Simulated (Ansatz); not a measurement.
YAs (rock salt, space group No. 225) at seven volumes, plane-wave PAW LDA (Ansatz code), scaled uniformly. One row is withheld.

| V (Å³/atom) | P (GPa) |
|---|---|
| 21.026 | 10.04 |
| 21.720 | ? |
| 22.413 | 2.86 |
| 23.106 | 0.00 |
| 23.799 | -2.45 |
| 24.492 | -4.55 |
| 25.185 | -6.35 |

Problem. Fit the shown pressures and predict the withheld one.

Solution. P = (3/2)B₀(x^(7/2) − x^(5/2))[1 + (3/4)(B′ − 4)(x − 1)] with x = (V₀/V)^(2/3). Least squares on the six rows gives V₀ = 23.107 Å³/atom, B₀ = 87.9 GPa, B′ = 4.06. At V = 21.720, x = 1.0421 and P = 6.17 GPa. The run itself gave 6.18 GPa.

Space group Fm-3m (rock salt). The first step of the workflow began from a Materials Project structure, measured or hypothetical; the Crystallography Open Database files this formula in space group No. 225, but the cells were not matched. Whether it is the stable phase at ambient conditions was not checked. The cell was relaxed with LDA under the symmetry of its start; of distortions, only those at the zone centre were tested. The run is not spin-polarised.

Potentials: the later of the program's two PAW sets.
